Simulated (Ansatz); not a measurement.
Here is the system:

BaTiO₃:
```
CELL_PARAMETERS angstrom
      3.93456     0.00000     0.00000
      0.00000     3.93456     0.00000
      0.00000     0.00000     3.93456
ATOMIC_POSITIONS crystal
  Ba 0.00000 0.00000 0.00000
  Ti 0.50000 0.50000 0.50000
  O  0.00000 0.50000 0.50000
  O  0.50000 0.50000 0.00000
  O  0.50000 0.00000 0.50000
```

This is the LDA-relaxed structure.

### Question
All from plane-wave PAW LDA (Ansatz code), unless another level is named. Give the electron effective mass, band 1 of 3 at the edge.

### Answer
6.9 along [100], 0.85 along [110], 0.65 along [111] (mₑ).

### Question
What about the band gap?

### Answer
1.83 eV (indirect).

### Question
Give the smallest direct gap on the standard path.

### Answer
1.87 eV.

### Question
Predict the electron effective mass, band 2 of 3 at the edge.

### Answer
0.38 along [100], 0.61 along [110], 0.51 along [111] (mₑ).

Space group Pm-3m (cubic perovskite). This is a known high-temperature phase of the composition, computed here at zero pressure and temperature. The cell was relaxed with LDA under the symmetry of its start. At this level the phase is dynamically unstable (imaginary phonons). The run is not spin-polarised. Spin–orbit coupling is left out wherever it is not named.

Potentials: the later of the program's two PAW sets.
